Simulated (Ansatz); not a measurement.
Relaxed GaN (zinc blende):

```
GaN
1.0
    0.00000     2.27425     2.27425
    2.27425     0.00000     2.27425
    2.27425     2.27425     0.00000
N Ga
1 1
Direct
  0.75000   0.75000   0.75000
  0.00000   0.00000   0.00000
```

In each cell atom 2 (Ga, nearest neighbour N at 1.970 Å; its periodic images, 3.2 Å or more away, move with it) moves by s·(0.707, 0.707, 0.000) (along Cartesian [110]), the rest being held.

Calculation: PBE (plane waves to 420 eV, PAW, scalar-relativistic; Ansatz, a quantum-chemistry and plane-wave program). k mesh 10×10×10 (Γ-centred), Fermi-Dirac smearing 0.05 eV. Energies are smeared free energies. GaN was relaxed with its symmetry unable to fall. The zero of ΔE is the undisplaced structure.

| s (Å) | ΔE (meV/cell) |
|---|---|
| -0.390 | 982 |
| -0.312 | 603 |
| -0.234 | 328 |
| -0.156 | 142 |
| -0.078 | 35 |
| 0.000 | 0 |
| 0.078 | 35 |
| 0.156 | 142 |
| 0.234 | 328 |
| 0.312 | 603 |
| 0.390 | 982 |

Question: What force constant k = d²E/ds² at s = 0 does the table give?

Answer: 11 eV/Å². It is the second difference of the nearest points, corrected with the next pair.

Question: With k = 11.44 eV/Å² from the forces, is the well harmonic out to s = 0.390 Å?

Answer: ½ks² = 870 meV/cell against the computed 982 meV/cell, so the well is stiffer than harmonic there.

(For displaced atoms, the force is minus the slope of the energy, and its curvature is a force constant, which sets phonon frequencies.)
